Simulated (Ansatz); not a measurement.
# TlIn: course of a relaxation

These are results of DFT PBEsol, scalar-relativistic, plane waves, PAW in Ansatz, not measurements. Run with 420 eV cutoff, 15×15×15 k-mesh, Gaussian smearing of 0.10 eV, no spin polarisation.

What was changed: relaxed at 25 GPa.

Spin–orbit coupling is left out, which can shift energies with elements as heavy as these.

Other phases may be more stable at this pressure.

Input:

```yaml
crystal:
  lattice:
    - [1.5421682424, 0.8903712499, 5.045878427]
    - [-1.5421682424, 0.8903712499, 5.045878427]
    - [0.0, -1.7807424998, 5.045878427]
  atoms:
    - { symbol: Tl, position: [0.5, 0.5, 0.5] }
    - { symbol: In, position: [0.0, 0.0, 0.0] }
basis:
  ecutwfc: 420
kpoints:
  mp_grid: { grid: [15, 15, 15] }
hamiltonian:
  xc: pbesol
scf:
  occupations: { method: gaussian, width: 0.1 }
output:
  forces: true
  stress: true
  eigenvalues: true
relax:
  adjacent_minimum: "off"
  f_tol: 0.008
  max_steps: 50
  cell: { stress_tol: 0.08, p_target: 25.0 }
```

F is the free energy. Steps run on the plane waves of an earlier cell, but the last one, and at times one on the way, on a freshly chosen basis, so a repeated geometry can differ a little in energy. The relaxation lowers the enthalpy F + PV at the target pressure, so F itself can rise.

At step 2 F + PV rises: a step can overshoot before the optimiser corrects it.

Steps:

| step | F − F(1) (eV) | largest force component (eV/Å) | V (Å³/atom) | P (GPa) |
| --- | --- | --- | --- | --- |
| 1 | 0.0000 | 0.000 | 20.786 | 21.27 |
| 2 | 0.5669 | 0.000 | 19.135 | 34.87 |
| 3 | 0.1372 | 0.000 | 20.305 | 24.64 |
| 4 | 0.1527 | 0.000 | 20.254 | 25.02 |
| 5 | 0.1531 | 0.000 | 20.254 | 25.02 |

Relaxed structure:

```cif
data_structure
_symmetry_space_group_name_H-M 'P 1'
_symmetry_Int_Tables_number 1
_cell_length_a 5.3011
_cell_length_b 5.3011
_cell_length_c 5.3011
_cell_angle_alpha 33.541
_cell_angle_beta 33.541
_cell_angle_gamma 33.541
_cell_volume 40.51
loop_
_atom_site_label
_atom_site_type_symbol
_atom_site_fract_x
_atom_site_fract_y
_atom_site_fract_z
_atom_site_occupancy
Tl1 Tl 0.50000 0.50000 0.50000 1
In1 In 0.00000 0.00000 0.00000 1
```

Symmetry: R-3m, No. 166, trigonal system. Conventional cell: a = 3.059 Å, b = 3.059 Å, c = 14.995 Å, α = 90.00°, β = 90.00°, γ = 120.00°. Around Tl (site symmetry -3m) lie 6 Tl at 3.06 Å and 6 In at 3.06 Å. In (site symmetry -3m) is surrounded by 6 In at 3.06 Å and 6 Tl at 3.06 Å.

The run converged. The run took roughly 70 core-seconds.